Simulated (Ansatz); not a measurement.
Co (P63/mmc); spiral at q = 0.

```yaml
crystal:
  lattice:
    - [2.50740, 0.00000, 0.00000]
    - [-1.25370, 2.17147, 0.00000]
    - [0.00000, 0.00000, 4.06990]
  atoms:
    - { symbol: Co, position: [0.33333, 0.66667, 0.25000] }
    - { symbol: Co, position: [0.66667, 0.33333, 0.75000] }
```

Geometry: a structure as deposited in COD; nothing is relaxed.

Settings: LDA, 12×12×12 k mesh, Fermi–Dirac smearing of 0.08 eV. PAW means Ansatz 0.2.0 on its default frozen-core files. Site moments are integrated in spheres about the atoms. Start moments (μB): Co1 1.7, Co2 1.7.

The self-consistent cycle went as follows.

```
iteration  Harris–Foulkes energy less the last (meV)  density residual (eV)  ∫|m| (μB)
        1                                     15.543                4.4e-01     3.1889
        2                                     75.579                2.3e-02     3.2609
        3                                     60.156                6.6e-03     3.3003
        4                                     41.163                7.1e-04     3.3244
        5                                     23.740                3.5e-04     3.3440
        6                                     13.967                1.3e-05     3.3601
        7                                      8.323                4.7e-06     3.3729
        8                                      4.377                1.2e-06     3.3824
        9                                      0.065                2.9e-05     3.4166
       10                                     -0.320                1.5e-03     3.4280
       11                                      0.000                3.0e-07     3.4279
       12                                      0.000                5.6e-10     3.4278
       13                                      0.000                3.6e-10     3.4276
```

Site moments (μB): Co1 1.65, Co2 1.65. Cell moment 3.20 μB in the turning frame.

The PAW files were made with PBE; the program remakes their cores once for the run's functional and then keeps them frozen. The Ansatz runs typed with the search for lower states off end where their start leads. The magnetic state is the one that this cell and start allow. It needn't be the compound's measured order, which may need a larger cell or be absent.
